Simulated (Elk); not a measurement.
An Elk run on Er with settings drawn from a wide range, so not all are converged; totals and levels move with the basis, and no second program has checked them. Theory: DFT, PBE, all-electron APW+lo, Dirac cores, scalar-relativistic bands (Elk 11.2.3 with local patches). Elk's input is in atomic units.

Command: `OMP_NUM_THREADS=1 elk` The run took 93 s on 1 thread of Arm Neoverse V2, on a shared host, peak memory 0.12 GiB.

```
tasks
  0
  110
  115
  15

xctype
  20

rgkmax
  9

gmaxvr
  18

lmaxapw
  7

lmaxo
  6

lmaxi
  3

nrmtscf
  1.5

nempty
  4

epspot
  1e-05

epsengy
  1e-05

maxscl
  60

swidth
  0.008

stype
  1

lradstp
  4

mixtype
  3

hmaxvr
  4

reducebf
  0.5

spinpol
  .true.

tforce
  .true.

sppath
  './'

avec
  6.95749106135 0.00000000000 0.00000000000
  -3.47874553067 6.02536400573 0.00000000000
  0.00000000000 0.00000000000 10.67709085518

atoms
  1
  'Er.in'
  2
  0.333333333333 0.666666666667 0.250000000000   0.000 0.000 -0.500
  0.666666666667 0.333333333333 0.750000000000   0.000 0.000 -0.500

ngridk
  6 6 3
```

Muffin-tin radii in the species files: Er 2.80 bohr.

Structure from Materials Project entry mp-99 (possibly hypothetical), not relaxed further. The listed cell was then made from it by scaling, straining or moving an atom.

Question: What does the run give?

Answer: It did not converge (60 SCF iterations).
```
Warning(occupy): not enough empty states for s.c. loop 1
Warning(occupy): not enough empty states for s.c. loop 2
Warning(occupy): not enough empty states for s.c. loop 3
Warning(occupy): not enough empty states for s.c. loop 5
Warning(gndstate): failed to reach self-consistency after 60 loops
```
